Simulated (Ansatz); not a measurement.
**A trial form of HfB4**

Method: Ansatz 0.2.0, DFT PBE, scalar-relativistic, plane waves, PAW. Cutoff 420 eV, Gaussian smearing, Γ-centred meshes. Cell and atoms relax first on a coarse mesh and then on a finer one. In between, the cell is made exact in the group found at 0.06 Å. In metals the finer mesh still leaves noise of several meV/atom or more. The steps can't lower the symmetry of their start. No spin polarisation.

A trial structure of HfB4 was built thus: random cell by space group and Wyckoff sites (R-3m, No. 166). The dimensions are guesses.

```xyz
5
Lattice="1.7229 0.9947 4.5638 -1.7229 0.9947 4.5638 0.0000 -1.9894 4.5638" Properties=species:S:1:pos:R:3 pbc="T T T"
Hf    0.0000    0.0000    6.8457
B     0.0000    0.0000    8.8911
B     0.0000    0.0000    4.8002
B     0.0000    0.0000   10.8995
B     0.0000    0.0000    2.7919
```

Energies over the elements count from the elements' standard structures at the same level, with no fitted energy shifts.

Task: What does it relax into?

Result: The symmetry stays R-3m (No. 166). The volume per atom grows by 23.1 %, from 9.4 to 11.6 Å³. The shortest distance goes from 2.01 Å (B–B) to 1.62 Å (B–B). The energy falls by about 0.96 eV/atom (the start's value is from the coarse mesh). Conventional cell: a = 3.789 Å, c = 13.940 Å. Around Hf lie 6 B at 2.24 Å and 2 B at 2.55 Å; B on its first site is surrounded by 1 B at 1.62 Å, 3 B at 2.23 Å and 1 Hf at 2.55 Å; B on its second site has 1 B at 1.62 Å and 3 Hf at 2.24 Å.

```cif
data_structure
_symmetry_space_group_name_H-M 'R-3m:H'
_symmetry_Int_Tables_number 166
_cell_length_a 3.7890
_cell_length_b 3.7890
_cell_length_c 13.9402
_cell_angle_alpha 90.000
_cell_angle_beta 90.000
_cell_angle_gamma 120.000
_cell_volume 173.32
loop_
_atom_site_label
_atom_site_type_symbol
_atom_site_symmetry_multiplicity
_atom_site_Wyckoff_symbol
_atom_site_fract_x
_atom_site_fract_y
_atom_site_fract_z
_atom_site_occupancy
Hf1 Hf 3 b 0.66667 0.33333 0.83333 1
B1 B 6 c 0.00000 0.00000 0.68278 1
B2 B 6 c 0.00000 0.00000 0.79875 1
```

Task: How does it come out in energy, and is it a metal?

Result: The formation energy is +0.82 eV/atom and the gap on the 12×12×12 mesh of the 5-atom cell is 0 eV (a metal).

A positive value: parting into the elements would lower its energy.

The last run used Gaussian smearing of 0.10 eV. Spin–orbit coupling, which can matter for Hf, is left out. A structure relaxed within its symmetry needn't be a true minimum. In all, the 3 runs took 73 s on 1 thread of Arm Neoverse V2, on a shared host.
